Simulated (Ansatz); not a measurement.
ScSi:
```
CELL_PARAMETERS angstrom
      3.32018     0.00000     0.00000
      0.00000     3.32018     0.00000
      0.00000     0.00000     3.32018
ATOMIC_POSITIONS crystal
  Sc 0.00000 0.00000 0.00000
  Si 0.50000 0.50000 0.50000
```

Relaxed with PBE. Special points in fractions of this cell's reciprocal vectors: Γ (0.000, 0.000, 0.000); X (0.000, 0.500, 0.000); M (0.500, 0.500, 0.000); R (0.500, 0.500, 0.500).

**Question.** List the band energies nearest the Fermi level at these points for DFT-PBE in the program Ansatz with PAW potentials.

**Answer.** In eV from the Fermi level; about four levels below and three above (degenerate sets whole), none deeper than 8.9 eV; points with the same levels are listed once.

```
k                    below           above
-  -----------------------  --------------
Γ              -0.94 -0.94  1.72 1.72 1.72
X  -8.16 -5.55 -0.11 -0.11  0.08 2.82 3.58
M  -7.27 -3.17 -3.17 -1.04  1.30 1.30 3.47
R  -4.53 -3.75 -3.75 -3.75  2.76 2.76 2.76
```

Space group Pm-3m (CsCl type). The cell is a constructed one: a structure type filled with these elements; neither database checked (COD, Materials Project) lists it. Whether it is the stable phase at ambient conditions was not checked. The PBE relaxation kept the symmetry of its start; whether a distortion lowers the energy is not shown. The run is not spin-polarised.

Potentials: the later of the program's two PAW sets.
